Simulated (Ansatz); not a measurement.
Data:

BAs:
```yaml
crystal:
  lattice:
    - [0.00000, 2.36593, 2.36593]
    - [2.36593, 0.00000, 2.36593]
    - [2.36593, 2.36593, 0.00000]
  atoms:
    - { symbol: B, position: [0.75000, 0.75000, 0.75000] }
    - { symbol: As, position: [0.00000, 0.00000, 0.00000] }
```

This is the LDA-relaxed structure. x, y and z are the axes in which the lattice vectors are written.

Problem. All from LDA (plane waves, PAW; program Ansatz), unless another level is named. Give the zero-point energy.

Solution. 82.4 meV/atom.

Problem. What about the Hill bulk and shear moduli?

Solution. 147 and 134 GPa.

Problem. Predict the piezoelectric stress constants (proper, relaxed ions, C/m²).

Solution. e14 = e25 = e36 = -0.15.

Problem. Next, the elastic constants (relaxed ions, GPa)?

Solution. C11 = 290, C12 = 75.8, C44 = 156.

Space group F-43m (zinc blende). The cell was relaxed with LDA under the symmetry of its start. Signs of piezoelectric constants follow the polarity of the cell as given.

Potentials: the earlier of the program's two PAW sets. The files were generated under PBE; for other functionals the program regenerates the frozen cores, and for LDA and PBEsol the local potential too.
